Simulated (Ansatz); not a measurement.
Here is the system:

Si:
```
Si
1.0
    3.84371     0.00000     0.00000
   -1.92186     3.32875     0.00000
    0.00000     0.00000    18.90495
Si
12
Direct
  0.00000   0.00000   0.68717
  0.00000   0.00000   0.81283
  0.33333   0.66667   0.85465
  0.33333   0.66667   0.97920
  0.66667   0.33333   0.02080
  0.66667   0.33333   0.14535
  0.00000   0.00000   0.18717
  0.00000   0.00000   0.31283
  0.66667   0.33333   0.35465
  0.66667   0.33333   0.47920
  0.33333   0.66667   0.52080
  0.33333   0.66667   0.64535
```

This is the r²SCAN-relaxed structure. x, y and z are the axes in which the lattice vectors are written.

Question: All from plane-wave PAW r²SCAN (Ansatz code), unless another level is named. Give the Hill bulk and shear moduli.

Answer: 97.0 and 68.1 GPa.

Question: And the elastic constants (relaxed ions, GPa)?

Answer: C11 = 195, C12 = 54.6, C13 = 40.2, C33 = 212, C44 = 58.8.

Space group P6_3/mmc. The start of the workflow was typed in or built on a structure type; the Crystallography Open Database copy checked does not list it. It is not the phase usual at ambient conditions (space group No. 227). The r²SCAN relaxation kept the symmetry of its start; whether a distortion lowers the energy is not shown.

Potentials: the later of the program's two PAW sets.
